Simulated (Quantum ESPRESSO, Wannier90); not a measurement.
# Al₃GaN₄ (P-43m), plane waves to Wannier functions

```xyz
8
Lattice="4.4014 0.0000 0.0000 0.0000 4.4014 0.0000 0.0000 0.0000 4.4014" Properties=species:S:1:pos:R:3 pbc="T T T"
Al     2.2007     2.2007     0.0000
Al     0.0000     2.2007     2.2007
Al     2.2007     0.0000     2.2007
Ga     0.0000     0.0000     0.0000
N     -1.1261    -1.1261     1.1261
N     -1.1261     1.1261    -1.1261
N      1.1261     1.1261     1.1261
N      1.1261    -1.1261    -1.1261
```

Structure: Materials Project mp-1019378, symmetrised, not relaxed again. Not found in the COD (Crystallography Open Database) copy used; not checked further. Level: PBEsol, no spin polarisation, no spin-orbit coupling; pw.x of Quantum ESPRESSO at 68 Ry with PseudoDojo potentials, 8×8×8 k-points, Wannier90. Density: 8×8×8 mesh, cold smearing 0.01 Ry.

postw90 (berry_task = kubo; independent particles, width 0.1 eV, no gap correction, excitons or local fields) prints σ_xx for one spin direction:

```
ħω (eV)  Re σ (S/cm)  Im σ (S/cm)
-------  -----------  -----------
0.10               0          -24
4.35             361        -1550
6.75            4250        -1470
```

Task: Work out the dielectric function, refractive index, reflectivity and absorption coefficient at these energies.

Result: ε = 1 + iσ/(ε0 ω), so ε₂ = Re σ/(ε0 ω) and ε₁ = 1 − Im σ/(ε0 ω); ε0 ω = 134.5 S/cm × ħω in eV, and σ is doubled for both spins.
- 0.10 eV: ε₁ = 4.6, ε₂ = 0.0; n + ik = √ε = 2.14 + 0.00i; R = 13 %
- 4.35 eV: ε₁ = 6.3, ε₂ = 1.2; n + ik = √ε = 2.52 + 0.24i; R = 19 %; α = 2ωk/c = 110000 cm⁻¹
- 6.75 eV: ε₁ = 4.2, ε₂ = 9.4; n + ik = √ε = 2.69 + 1.74i; R = 35 %; α = 2ωk/c = 1200000 cm⁻¹
The model holds its own bands alone, so ε₁ lacks the part of higher transitions, and near sharp peaks it hangs on the broadening.
